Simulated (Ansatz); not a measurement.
Consider the following.

AlN:
```
CELL_PARAMETERS angstrom
      3.11361     0.00000     0.00000
     -1.55680     2.69646     0.00000
      0.00000     0.00000     4.98342
ATOMIC_POSITIONS crystal
  Al 0.66667 0.33333 0.49902
  Al 0.33333 0.66667 0.99902
  N  0.66667 0.33333 0.88098
  N  0.33333 0.66667 0.38098
```

This is the PBEsol-relaxed structure. Cartesian axes are those of the cell as given.

Question: All from PBEsol (plane waves, PAW; program Ansatz), unless another level is named. Predict the HSE06 gap on the PBEsol cell.

Answer: 5.54 eV.

Question: And the formation energy from the elements (no fitted shifts)?

Answer: -1462 meV/atom.

Question: Next, the hole effective mass?

Answer: 0.24 along z (mₑ).

Question: Give the band gap.

Answer: 4.10 eV (direct).

Space group P6_3mc (wurtzite). Symmetry was held in the PBEsol relaxation. The references are the lowest solids computed at this level, not always the standard phases (solids in place of the gases).

Potentials: the earlier of the program's two PAW sets. The files were generated under PBE; for other functionals the program regenerates the frozen cores, and for LDA and PBEsol the local potential too.
